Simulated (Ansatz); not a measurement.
CdF2:
```
CdF2
1.0
    0.00000     2.74074     2.74074
    2.74074     0.00000     2.74074
    2.74074     2.74074     0.00000
Cd F
1 2
Cartesian
  0.00000   0.00000   0.00000
  1.37037   1.37037   1.37037
  4.11111   4.11111   4.11111
```

DFT-PBE in the program Ansatz with PAW potentials gives a gap of 2.92 eV without spin–orbit coupling, maximum at W, minimum at Γ.

### Question
What happens when spin–orbit coupling is switched on?

### Answer
The gap drops by 0.01 eV, to 2.91 eV; maximum at W, minimum at Γ.

### Question
Give the electron effective mass with spin–orbit coupling.

### Answer
0.38 mₑ (isotropic).

### Question
Give the hole effective mass with spin–orbit coupling.

### Answer
2.1, 2.1, 7.6 mₑ (principal values).

Space group Fm-3m (fluorite). The cell was relaxed with PBE under the symmetry of its start; phonons on a q-mesh show no instability.

Potentials: the later of the program's two PAW sets.
